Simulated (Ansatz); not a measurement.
Si:
```xyz
3
Lattice="3.8904 0.0000 0.0000 -1.9452 3.3692 0.0000 0.0000 0.0000 4.1208" Properties=species:S:1:pos:R:3 pbc="T T T"
Si     1.9452     0.0000     0.0000
Si    -0.9726     1.6846     1.3736
Si     0.9726     1.6846     2.7472
```

Relaxed with r²SCAN. Special points in fractions of this cell's reciprocal vectors: Γ (0.000, 0.000, 0.000); M (0.500, 0.000, 0.000); K (0.333, 0.333, 0.000); A (0.000, 0.000, 0.500); L (0.500, 0.000, 0.500); H (0.333, 0.333, 0.500).

Q: List the band energies nearest the Fermi level at these points for r²SCAN in the plane-wave PAW code Ansatz.

A: In eV from the Fermi level; about four levels below and three above (degenerate sets whole), none deeper than 8.9 eV; points with the same levels are listed once.

```json
[
 {"k": "Γ", "below": "-5.47 -5.47 -3.61 -0.85 -0.85", "above": "1.09 1.09 3.81"},
 {"k": "M", "below": "-4.65 -3.42 -3.11 -2.17", "above": "0.02 0.61 4.60"},
 {"k": "K", "below": "-7.08 -2.61 -2.01 -2.01", "above": "0.27 2.05 2.05"},
 {"k": "A", "below": "-1.88 -1.88 -0.62", "above": "0.05 1.99 2.56 2.56"},
 {"k": "L", "below": "-8.33 -6.25 -2.42 -1.94", "above": "0.13 0.58 6.82"},
 {"k": "H", "below": "-8.12 -8.12 -6.42 -4.49 -4.49", "above": "5.02 5.02 5.12"}
]
```

Space group P6_422. The start of the workflow was typed in or built on a structure type; neither database checked (COD, Materials Project) lists it. It is not the phase usual at ambient conditions (space group No. 227). The r²SCAN relaxation kept the symmetry of its start; whether a distortion lowers the energy is not shown. The Fermi level of a semimetal is unsure by some 0.05 eV on such meshes.

Potentials: the later of the program's two PAW sets.
